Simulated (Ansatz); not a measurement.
InGaSbAs:
```xyz
8
Lattice="4.3018 0.0000 0.0000 0.0000 4.3160 0.0000 0.0000 0.0000 12.2254" Properties=species:S:1:pos:R:3 pbc="T T T"
In     0.0000     0.0000    12.1224
As     0.0000     2.1580    10.6065
In     2.1509     2.1580     9.0787
As     2.1509     0.0000     7.5501
Ga     0.0000     0.0000     6.2307
Sb     0.0000     2.1580     4.7053
Ga     2.1509     2.1580     3.1720
Sb     2.1509     0.0000     1.6572
```

Relaxed with PBEsol. Special points in fractions of this cell's reciprocal vectors: Γ (0.000, 0.000, 0.000); X (0.500, 0.000, 0.000); S (0.500, 0.500, 0.000); Y (0.000, 0.500, 0.000); Z (0.000, 0.000, 0.500); U (0.500, 0.000, 0.500); R (0.500, 0.500, 0.500); T (0.000, 0.500, 0.500).

List the band energies nearest the Fermi level at these points for PBEsol (plane waves, PAW; program Ansatz).

In eV from the Fermi level; about four levels below and three above (degenerate sets whole), none deeper than 8.9 eV; points with the same levels are listed once.

```tsv
k	below	above
Γ	-1.66 -0.50 -0.22 -0.16	0.00 1.01 1.01
X	-1.25 -1.24 -1.19 -1.14	0.37 0.38 2.03 2.03
S	-2.62 -2.61 -2.60 -2.58	1.11 1.14 1.17
Y	-1.25 -1.25 -1.14 -0.54	0.17 0.43 2.07
Z	-1.10 -0.99 -0.57 -0.30	0.82 0.91 1.43
U	-1.44 -1.40 -1.19 -1.15	1.32 1.33 1.49
R	-2.92 -2.90 -2.86 -2.82	1.86 1.92 2.00
T	-1.96 -1.37 -1.15 -0.54	0.78 1.43 1.45
```

Space group Pmm2. The start of the workflow was typed in or built on a structure type; neither database checked (COD, Materials Project) lists it. Its standing as an ambient phase is unchecked. The cell was relaxed with PBEsol under the symmetry of its start; its stability against distortions is not shown here. The Fermi level of a semimetal is unsure by some 0.05 eV on such meshes. Spin–orbit coupling is left out wherever it is not named.

Potentials: the earlier of the program's two PAW sets. The files were generated under PBE; for other functionals the program regenerates the frozen cores, and for LDA and PBEsol the local potential too.
